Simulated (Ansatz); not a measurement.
Ti₂SnC:
```yaml
crystal:
  lattice:
    - [3.13897, 0.00000, 0.00000]
    - [-1.56949, 2.71843, 0.00000]
    - [0.00000, 0.00000, 13.64052]
  atoms:
    - { symbol: Ti, position: [0.33333, 0.66667, 0.08088] }
    - { symbol: Ti, position: [0.66667, 0.33333, 0.91912] }
    - { symbol: Ti, position: [0.66667, 0.33333, 0.58088] }
    - { symbol: Ti, position: [0.33333, 0.66667, 0.41912] }
    - { symbol: Sn, position: [0.33333, 0.66667, 0.75000] }
    - { symbol: Sn, position: [0.66667, 0.33333, 0.25000] }
    - { symbol: C, position: [0.00000, 0.00000, 0.00000] }
    - { symbol: C, position: [0.00000, 0.00000, 0.50000] }
```

Relaxed with PBEsol. Special points in fractions of this cell's reciprocal vectors: Γ (0.000, 0.000, 0.000); M (0.500, 0.000, 0.000); K (0.333, 0.333, 0.000); A (0.000, 0.000, 0.500); L (0.500, 0.000, 0.500); H (0.333, 0.333, 0.500).

Q: List the band energies nearest the Fermi level at these points for plane-wave PAW PBEsol with spin–orbit coupling (Ansatz code).

A: In eV from the Fermi level; about four levels below and three above (degenerate sets whole), none deeper than 8.9 eV; points with the same levels are listed once.

```tsv
k	below	above
Γ	-2.93 -2.93 -2.93 -2.93 -2.65 -2.65	0.28 0.28 0.29 0.29 0.29 0.29
M	-1.69 -1.69 -1.66 -1.66	1.08 1.08 1.26 1.26
K	-1.91 -1.91 -0.70 -0.70	0.67 0.67 0.75 0.75
A	-2.94 -2.94 -2.94 -2.94 -2.94 -2.94 -2.94 -2.94	0.28 0.28 0.28 0.28
L	-1.67 -1.67 -1.67 -1.67	1.31 1.31 1.31 1.31
H	-0.14 -0.14 -0.12 -0.12	0.64 0.64 0.66 0.66
```

Space group P6_3/mmc. The workflow started from a Materials Project entry (that database holds measured and hypothetical structures alike); the Crystallography Open Database copy checked does not list it. Its standing as an ambient phase is unchecked. The PBEsol relaxation kept the symmetry of its start; whether a distortion lowers the energy is not shown. The run is not spin-polarised.

Potentials: the earlier of the program's two PAW sets. The files were generated under PBE; for other functionals the program regenerates the frozen cores, and for LDA and PBEsol the local potential too.
